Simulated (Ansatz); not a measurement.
Tl₃GaF₆:
```
Tl3GaF6
1.0
    0.00000     4.47339     4.47339
    4.47339     0.00000     4.47339
    4.47339     4.47339     0.00000
Tl Ga F
3 1 6
Direct
  0.25000   0.25000   0.25000
  0.75000   0.75000   0.75000
  0.50000   0.50000   0.50000
  0.00000   0.00000   0.00000
  0.78891   0.21109   0.21109
  0.21109   0.78891   0.78891
  0.21109   0.78891   0.21109
  0.78891   0.21109   0.78891
  0.21109   0.21109   0.78891
  0.78891   0.78891   0.21109
```

Relaxed with r²SCAN+D4.

Q: Map the valence electron density (e/Å³), cut off at 3 on the plane through (0.500, 0.500, 0.500) spanned by u = [1, 0, 0] and v = [0, 1, -1] in lattice vectors, from r²SCAN+D4 in the plane-wave PAW code Ansatz.

A: x is the fraction of u, y of v (the angle between them is 90°; rows are the nearest grid lines); atoms in the plane: Tl at (0.00, 0.00), Ga at (0.50, 0.50), F at (0.71, 0.29), F at (0.29, 0.71), F at (0.71, 0.71), F at (0.29, 0.29).
```
|999952000000000000000000000259999|
|999942000000000000000000000249999|
|996421000000000000000000000124699|
|543210000000000000000000000012345|
|000000124543100000001345421000000|
|000001259998310000013899952100000|
|000001499999620000026999994100000|
|000001499999831000138999994100000|
|000001389999521000125999983100000|
|000000012332223565322233210000000|
|000000000111138999831111000000000|
|000000000000159999951000000000000|
|000000000000159999951000000000000|
|000000000111138999831111000000000|
|000000012332223565322233210000000|
|000001389999521000125999983100000|
|000001499999831000138999994100000|
|000001499999620000026999994100000|
|000001259998310000013899952100000|
|000000124543100000001345421000000|
|543210000000000000000000000012345|
|996421000000000000000000000124699|
|999942000000000000000000000249999|
|999952000000000000000000000259999|
```
Scale: ten equal steps from 0.014 (start of '0') to 3.00 (end of '9'), in the order '0123456789'; x runs from 0.000 to 1.00, y from 0.000 (bottom) to 1.00 (top).

The density is the valence pseudo-density with augmentation charge, so density and ELF within about 1 Å of a nucleus are not all-electron values.

Space group Fm-3m. The first step of the workflow began from a Materials Project structure, measured or hypothetical; the Crystallography Open Database copy checked does not list it. Whether it is the stable phase at ambient conditions was not checked. The r²SCAN+D4 relaxation kept the symmetry of its start; whether a distortion lowers the energy is not shown. Spin–orbit coupling is left out wherever it is not named.

Potentials: the later of the program's two PAW sets.
